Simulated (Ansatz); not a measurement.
# One run on SiNi3 (Pm-3m): total moment held at 2.4 μB

Level of theory: DFT, PBE, all-electron PAW with datasets made for the crystal, scalar-relativistic in Ansatz 0.2.0.

Command: `ansatz run input.yaml --threads 2 --pin off --max-ram 6144MiB --backend cpu --events-out ev --progress --plain --runs-dir out`

```yaml
crystal:
  lattice:
    - [3.542, 0.0, 0.0]
    - [0.0, 3.542, 0.0]
    - [0.0, 0.0, 3.542]
  atoms:
    - { symbol: Si, position: [0.0, 0.0, 0.0] }
    - { symbol: Ni, position: [0.0, 0.5, 0.5], spin: 0.8 }
    - { symbol: Ni, position: [0.5, 0.0, 0.5], spin: 0.8 }
    - { symbol: Ni, position: [0.5, 0.5, 0.0], spin: 0.8 }
magnetization:
  spin_polarized: true
  initial_magnetization: 2.4
  spin_locking: { lock_magnetization: hard }
kpoints:
  mp_grid: { grid: [7, 7, 7] }
scf:
  occupations: { method: fermi_dirac, width: 0.05 }
  lower_state_search: "off"
hamiltonian:
  xc: pbe
  pseudopotentials: { kind: all_electron, datasets: crystal }
output:
  forces: true
  stress: true
  eigenvalues: false
```

The program prints:

```
settings of this run that can trade accuracy for cost: output.eigenvalues: false. Do not mix this run's numbers with those of runs without the same settings; the input reference describes each key
hamiltonian.pseudopotentials.datasets: crystal makes datasets for this crystal and solves the spheres of its atoms anew in each pass: cutoff 320.0 eV, the density's 1280.0 eV; for an error of 0.50 meV an atom under PBE, 2.0 meV for the cell; an energy difference from a run of another recipe may be off by several times the error for the cell, under r2SCAN by more, where some 0.1 meV an atom stays a …
Engine: ansatz 0.2.0
Pseudopotentials: kind: all_electron
Pseudopotential: Si, paw, valence charge 4, recommended cutoff 320 eV (normal), crystal/all_electron/pbe/scalar/gaussian/Si, Koelling and Harmon's equation, gaussian nucleus
Pseudopotential: Ni, paw, valence charge 18, recommended cutoff 320 eV (normal), crystal/all_electron/pbe/scalar/gaussian/Ni, Koelling and Harmon's equation, gaussian nucleus
Functional definition: PBE
  parameter kappa = 0.804
  parameter beta = 0.06672455060314922
  exchange = pbe_x(kappa = kappa, mu = beta*pi^2/3)
  correlation = pbe_c(beta = beta)
Crystal: 4 atoms, lattice volume = 44.437 Å³
Basis set: ecut = 320 eV, 587 PW (Γ), exchange–correlation on 48×48×48 points (8 copies of the dense FFT grid, shifted against one another)
Bands: 37, of which v1, the nominal top of the filled ones, is band 29 counted from 1 (28 counted from 0)
Symmetry: 48 space group operations
Space group: Pm-3m (ITA 221), of the structure as read, at distance tolerance 3.5e-5 Å
Magnetic group: BNS 221.92 (UNI 1594), of the structure as read, at distance tolerance 3.5e-5 Å
k-points: 20 of 343
Non-local potential: Si, projectors of the file, l = 0: 1, l = 1: 1
Non-local potential: Ni, projectors of the file, l = 0: 3, l = 1: 3, l = 2: 2
PAW form: soft (Blöchl's): semilocal exchange-correlation on the pseudo side does not see the compensation charge
PAW one-centre angular grid: Si, 110 points (default); XC on its mesh's 1969 points in the sphere
PAW one-centre angular grid: Ni, 590 points (default); XC on its mesh's 1901 points in the sphere
Initial density: superposition of atomic densities (chi_scale 0.1, normalization cell)
Starting moments: Σ|m| = 2.4 μB on 3 of 4 sites
Initial wavefunctions: pseudopotential atomic-orbital guess
Functional: x = pbe(κ = 0.804, μ = 0.2195149727645171), c = pbe(β = 0.06672455060314922)
iter 1 solved again at ethr=2.79e-2 eV; its pass at ethr=1.00e-1 eV (dr2=1.62e1 eV) is discarded
SCF iter   1: F=—  HF=-132045.759702 eV  |F-HF|=—  |Δ(HF+E_count)|=         —  Δρ=1.20e-1 (↑1.00e-1 ↓1.20e-1)  dr2=1.87e1  dr2_m=4.93e-2  M=2.400 μB ∫|m|=2.454 μB  β_m=0.30  ethr=2.79e-2  ⟨swp⟩=2.1  Hψ=7421  notcnv=0
preconditioner: auto → Kerker (q_TF=auto, 2.852 Å⁻¹)  [metal: Δε(μ)=0.066 eV  Ē_g=7.558 eV  σ=0.050 eV  W_gap=0.29  n_scr=18 (ndim 8)  ℏωp=32.5 eV  f_vac=0.002  D(μ)=2.82/eV (n_scr^D=26)]
spin=Collinear: Kerker preconditioning applied to the charge; magnetization (m = ρ↑ − ρ↓) channel mixes plain (no charge-response kernel on spin).
[...]
SCF iter   9: F=—  HF=-132041.983340 eV  |F-HF|=—  |Δ(HF+E_count)|=   3.52e-5  Δρ=6.30e-5 (↑5.35e-5 ↓6.30e-5)  dr2=6.29e-6  dr2_m=8.00e-8  M=2.400 μB ∫|m|=2.454 μB  β_m=0.85  ethr=1.06e-7  ⟨swp⟩=3.0  Hψ=3373  notcnv=0
SCF iter  10: F=—  HF=-132041.983338 eV  |F-HF|=—  |Δ(HF+E_count)|=   2.06e-6  Δρ=1.87e-5 (↑1.87e-5 ↓1.87e-5)  dr2=5.42e-7  dr2_m=3.09e-8  M=2.400 μB ∫|m|=2.454 μB  β_m=0.93  ethr=1.08e-8  ⟨swp⟩=2.7  Hψ=2722  notcnv=0
SCF iter  11: F=—  HF=-132041.983337 eV  |F-HF|=—  |Δ(HF+E_count)|=   4.66e-7  Δρ=1.21e-5 (↑3.69e-6 ↓1.21e-5)  dr2=8.22e-8  dr2_m=8.61e-9  M=2.400 μB ∫|m|=2.454 μB  β_m=0.91  ethr=9.35e-10  ⟨swp⟩=3.1  Hψ=3269  notcnv=0
SCF iter  12: F=-132041.983337 eV  HF=-132041.983337 eV  |F-HF|=2.04e-9  |Δ(HF+E_count)|=   1.06e-8  Δρ=1.75e-6 (↑1.75e-6 ↓1.45e-6)  dr2=3.18e-9  dr2_m=8.97e-11  M=2.400 μB ∫|m|=2.454 μB  ethr=1.42e-10  ⟨swp⟩=2.9  Hψ=2856  notcnv=0
SCF 1 converged in 12 iterations: F = -132041.983338 eV  dr2 = 3.18e-9
  Residual-converged pass: ⟨swp⟩=3.7  Hψ=3213  notcnv=0  max |occ|·‖R‖ = 6.6e-6 eV (tolerance 6.7e-6 eV)  dr2=3.17e-9  dr2_m=9.34e-11  dr2_onsite=2.76e-9  max |Δocc| = 4.8e-10
[...]
Per-site moments (μB) at R_I (Å): [(0.08680677248178921, 1.0331360403221348), (0.7636144962262509, 1.0331360403221348), (0.7636144962262517, 1.0331360403221348), (0.7636144962262514, 1.0331360403221348)]
Free energy (F): -132041.983338 eV
Harris-Foulkes:  -132041.983338 eV  (|F-HF|=2.04e-9)
Internal energy: -132041.960851 eV  (E = F + TS)
E sigma→0 (E₀):  -132041.972094 eV
Entropy (-TS):   -0.022487 eV (-5.622 meV/atom)
Past the cutoff: the bands carry plane waves up to 1.75 times it, of which those up to 1.5 times it add -0.000431 eV an atom, each by itself; the spheres take 0.000207 eV an atom off the energy for waves past 1.75 times it
By the cutoff:   a pressure is off by up to 0.008 GPa (1.2 times the spheres' own share and the shells' term, over an atom's volume, and 0.004 GPa: a bound that held against runs at twice the plane waves)
Past the cutoffs: a stress includes -0.0030 GPa for waves and charges beyond them, in addition to the slope of what the spheres take
In the spheres:  the bands' charges fall short by 1.2e-6 e at most (sound up to 1e-3)
Fermi energy:    17.727139 (↑ 18.343332, ↓ 17.110945) eV
--- Per-component energies (eV) ---
  E_band       = -850.688006
  E_kinetic    = 408.046719
  E_local      = -6518.482249  (includes V_loc(G=0)·N_el)
  E_nonlocal   = -2902.108374
  E_hartree    = 3441.995219
  E_xc         = -156.785937
  E_vxc        = -203.082971  (∫ρ·V_xc dr)
  E_paw        = -136026.503149  (= ΣΔE_a)
  E_vpaw       = -16742.488908  (= ΣTr[D̂ρ^β])
  E_ewald      = -8511.566755
  E_smearing   = -0.022487  (= −TS)
  E_closure    = 18223.443676  (closes the sum)
  Σ components = -132041.983338   (vs F -132041.983338, Δ=0.00e0)
  The terms above E_closure are by the made datasets' own strengths, without shells solved beside the bands.
--- Forces (eV/Å), atoms counted from 1 ---
  atom   1  Si    -0.00000000     0.00000000     0.00000000
  atom   2  Ni    -0.00000000    -0.00000000    -0.00000000
  atom   3  Ni    -0.00000000     0.00000000    -0.00000000
  atom   4  Ni    -0.00000000    -0.00000000     0.00000000
  max |Σ_I F_I| component: 2.61e-28 eV/Å
--- Stress (GPa, compression-positive) ---
       -0.804288       0.000000      -0.000000
        0.000000      -0.804288       0.000000
        0.000000       0.000000      -0.804288
  P = ⅓ Tr σ = -0.8043 GPa (-8.043 kbar)
settings of this run that can trade accuracy for cost: output.eigenvalues: false. Do not mix this run's numbers with those of runs without the same settings; the input reference describes each key
```

Site moments (μB): Si1 0.09, Ni2 0.76, Ni3 0.76, Ni4 0.76. Cell moment 2.40 μB.

The magnetic group in the log treats spin as a scalar label, without spin–orbit coupling.

The Ansatz runs typed with the search for lower states off end where their start leads. These are results for the start and cell typed. The real compound can order otherwise, in a larger cell, or not at all, since semilocal functionals at zero temperature often overstate magnetism.

It took 9.1 s on 2 threads of Arm Neoverse V1 (shared host), peak memory 0.73 GiB.
